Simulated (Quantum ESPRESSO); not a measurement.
# Hf2Ru3Ga2W: input and log of a self-consistent run

A calculation, not a measurement. The program is pw.x of Quantum ESPRESSO 7.5 (plane-wave density functional theory). The cell is made up: eight metal atoms on a hexagonal close-packed lattice, with elements, volume, strain and displacements drawn at random and not relaxed, so it may be unstable or far from any real phase. PseudoDojo standard norm-conserving files set the functional (PBE unless stated); there is no spin polarisation or spin-orbit coupling, the Fermi-Dirac width of 0.25 eV means electrons at about 2900 K, and the masses in the input are unused placeholders. Heavy elements are run without spin-orbit coupling, which real alloys of them have. A spin test at this wide smearing found no moment, but such smearing suppresses magnetism that the real alloy may have.

Input:

```
&control calculation='scf', pseudo_dir='./dojo.nc.sr.pbe.v0_5.standard.upf', outdir='./o', disk_io='minimal', tprnfor=.true., tstress=.true. /
&system ibrav=0, nat=8, ntyp=4, nbnd=72, ecutwfc=84.00895049, nosym=.true., tot_charge=0,
 occupations='smearing', smearing='fd', degauss=0.0183746611
/
&electrons conv_thr=1.470e-08, electron_maxstep=70, mixing_beta=0.5 /
ATOMIC_SPECIES
Ga 1.0 Ga.upf
Hf 1.0 Hf.upf
Ru 1.0 Ru.upf
W 1.0 W.upf
CELL_PARAMETERS angstrom
-2.8625 -0.0264 -0.0132
0.0457 4.9301 -0.0115
1.3669 -2.4309 -8.8885
ATOMIC_POSITIONS angstrom
Hf -0.1632 0.1554 0.0911
Ru 0.0534 1.6013 -2.281
Ga -0.0458 0.018 -4.5073
Ru 0.0155 1.8159 -6.7443
Ru -1.4016 2.5401 -0.0907
Hf -1.3615 4.0815 -2.2878
W -1.4997 2.4138 -4.3527
Ga -1.3495 -0.9285 -6.5461
K_POINTS automatic
8 5 3 1 1 1
```

The log is shortened where brackets say so; the opening notice, blank lines, dates and the lines on written files are dropped, and the path of the files is cut. It prints rydbergs, bohrs and kilobars, and counts compression as positive stress. Its total energy is the free energy E - TS of the whole cell.

```
     Program PWSCF v.7.5
     Parallel version (MPI & OpenMP), running on       4 processor cores
     Number of MPI processes:                 4
     Threads/MPI process:                     1
     [start-up lines left out]
     bravais-lattice index     =            0
     lattice parameter (alat)  =       5.4096  a.u.
     unit-cell volume          =     847.5793 (a.u.)^3
     number of atoms/cell      =            8
     number of atomic types    =            4
     number of electrons       =       112.00
     number of Kohn-Sham states=           72
     kinetic-energy cutoff     =      84.0090  Ry
     charge density cutoff     =     336.0358  Ry
     scf convergence threshold =      1.5E-08
     mixing beta               =       0.5000
     number of iterations used =            8  plain     mixing
     Exchange-correlation= PBE
                           (   1   4   3   4   0   0   0)
     [axes and pseudopotential details left out]
   Cartesian axes
     site n.     atom                  positions (alat units)
         1        Hf     tau(   1) = (  -0.0570101   0.0542853   0.0318236  )
         2        Ru     tau(   2) = (   0.0186540   0.5593764  -0.7968135  )
         3        Ga     tau(   3) = (  -0.0159991   0.0062879  -1.5745189  )
         4        Ru     tau(   4) = (   0.0054146   0.6343418  -2.3559621  )
         5        Ru     tau(   5) = (  -0.4896159   0.8873240  -0.0316839  )
         6        Hf     tau(   6) = (  -0.4756079   1.4257757  -0.7991890  )
         7        W      tau(   7) = (  -0.5238848   0.8432041  -1.5205131  )
         8        Ga     tau(   8) = (  -0.4714160  -0.3243496  -2.2867256  )
     number of k points=    60  Fermi-Dirac smearing, width (Ry)=  0.0184
                       cart. coord. in units 2pi/alat
        k(    1) = (  -0.0626768   0.0584608  -0.0793040), wk =   0.0333333
        k(    2) = (  -0.0636702   0.0589702   0.1351122), wk =   0.0333333
     [further k points left out]
     Dense  grid:    88151 G-vectors     FFT dimensions: (  32,  60, 108)
     Estimated max dynamical RAM per process >     347.68 MB
     Estimated total dynamical RAM >       1.30 GB
     Initial potential from superposition of free atoms
     starting charge     111.9881, renormalised to     112.0000
     Starting wfcs are   78 randomized atomic wfcs
     total cpu time spent up to now is        6.8 secs
     per-process dynamical memory:   279.6 Mb
     Self-consistent Calculation
     iteration #  1     ecut=    84.01 Ry     beta= 0.50
     Davidson diagonalization with overlap
     ethr =  1.00E-02,  avg # of iterations =  2.9
     total cpu time spent up to now is       23.2 secs
     total energy              =   -1288.67624904 Ry
     estimated scf accuracy    <       1.94801922 Ry
     iteration #  2     ecut=    84.01 Ry     beta= 0.50
     Davidson diagonalization with overlap
     ethr =  1.74E-03,  avg # of iterations =  4.7
     total cpu time spent up to now is       40.7 secs
     total energy              =   -1288.09412644 Ry
     estimated scf accuracy    <      20.75235380 Ry
     iteration #  3     ecut=    84.01 Ry     beta= 0.50
     Davidson diagonalization with overlap
     ethr =  1.74E-03,  avg # of iterations =  5.0
     total cpu time spent up to now is       57.5 secs
     total energy              =   -1289.25567237 Ry
     estimated scf accuracy    <       7.03070688 Ry
     iteration #  4     ecut=    84.01 Ry     beta= 0.50
     Davidson diagonalization with overlap
     ethr =  1.74E-03,  avg # of iterations =  2.0
     total cpu time spent up to now is       70.6 secs
     total energy              =   -1289.72288915 Ry
     estimated scf accuracy    <       0.46471404 Ry
     iteration #  5     ecut=    84.01 Ry     beta= 0.50
     Davidson diagonalization with overlap
     ethr =  4.15E-04,  avg # of iterations =  1.9
     total cpu time spent up to now is       83.6 secs
     total energy              =   -1289.72216132 Ry
     estimated scf accuracy    <       0.17847775 Ry
     [iterations 6 to 11 left out]
     iteration # 12     ecut=    84.01 Ry     beta= 0.50
     Davidson diagonalization with overlap
     ethr =  2.16E-08,  avg # of iterations =  2.1
     total cpu time spent up to now is      184.2 secs
     total energy              =   -1289.75164557 Ry
     estimated scf accuracy    <       0.00001694 Ry
     iteration # 13     ecut=    84.01 Ry     beta= 0.50
     Davidson diagonalization with overlap
     ethr =  1.51E-08,  avg # of iterations =  1.1
     total cpu time spent up to now is      196.6 secs
     total energy              =   -1289.75164701 Ry
     estimated scf accuracy    <       0.00000269 Ry
     iteration # 14     ecut=    84.01 Ry     beta= 0.50
     Davidson diagonalization with overlap
     ethr =  2.40E-09,  avg # of iterations =  2.0
     total cpu time spent up to now is      210.1 secs
     total energy              =   -1289.75164726 Ry
     estimated scf accuracy    <       0.00000189 Ry
     iteration # 15     ecut=    84.01 Ry     beta= 0.50
     Davidson diagonalization with overlap
     ethr =  1.69E-09,  avg # of iterations =  1.0
     total cpu time spent up to now is      222.3 secs
     total energy              =   -1289.75164739 Ry
     estimated scf accuracy    <       0.00000005 Ry
     iteration # 16     ecut=    84.01 Ry     beta= 0.50
     Davidson diagonalization with overlap
     ethr =  4.19E-11,  avg # of iterations =  4.6
     total cpu time spent up to now is      238.3 secs
     End of self-consistent calculation
     [lines on levels left out]
!    total energy              =   -1289.75164739 Ry
     estimated scf accuracy    <          5.7E-09 Ry
     smearing contrib. (-TS)   =      -0.09509346 Ry
     internal energy E=F+TS    =   -1289.65655393 Ry
     The total energy is F=E-TS. E is the sum of the following terms:
     one-electron contribution =    -270.07840426 Ry
     hartree contribution      =     216.55037023 Ry
     xc contribution           =    -276.98178518 Ry
     ewald contribution        =    -959.14673473 Ry
     convergence has been achieved in  16 iterations
     Forces acting on atoms (cartesian axes, Ry/au):
     atom    1 type  2   force =     0.02142444   -0.01247309    0.00728481
     atom    2 type  3   force =    -0.00323004   -0.01856887    0.00857401
     atom    3 type  1   force =     0.00958494    0.01339155   -0.02067408
     atom    4 type  3   force =    -0.01065113   -0.05125183    0.04713693
     atom    5 type  3   force =    -0.01387757    0.00608983    0.02296915
     atom    6 type  2   force =    -0.00377935   -0.00392225    0.00124850
     atom    7 type  4   force =     0.00419126    0.00824016   -0.04648048
     atom    8 type  1   force =    -0.00366255    0.05849450   -0.02005884
     Total force =     0.116743     Total SCF correction =     0.000572
     Computing stress (Cartesian axis) and pressure
          total   stress  (Ry/bohr**3)                   (kbar)     P=      107.07
   0.00092796   0.00009005   0.00002544          136.51       13.25        3.74
   0.00009005   0.00009280   0.00032705           13.25       13.65       48.11
   0.00002544   0.00032705   0.00116269            3.74       48.11      171.04
     init_run     :      6.52s CPU      6.74s WALL (       1 calls)
     electrons    :    226.99s CPU    231.51s WALL (       1 calls)
     forces       :      2.05s CPU      2.07s WALL (       1 calls)
     stress       :      7.05s CPU      7.05s WALL (       1 calls)
     [timing details left out]
     PWSCF        :   4m 2.68s CPU   4m 7.52s WALL
     JOB DONE.
```

In other units: free energy -17547.965 eV for the cell, pressure 10.71 GPa, largest force component 1.504 eV/Å in size. The run took 249 s of wall time with four MPI processes on a shared machine (Intel Xeon, 2023 or later, virtual cores), so the time is rough. A rerun of this cell at a higher cutoff and on a denser mesh moved values by no more than 0.003 eV in energy, 0.06 GPa in stress and 0.006 eV/Å in force, and a second program with other atomic files agreed on that cell to 2 % rms in force and 0.5 GPa in pressure.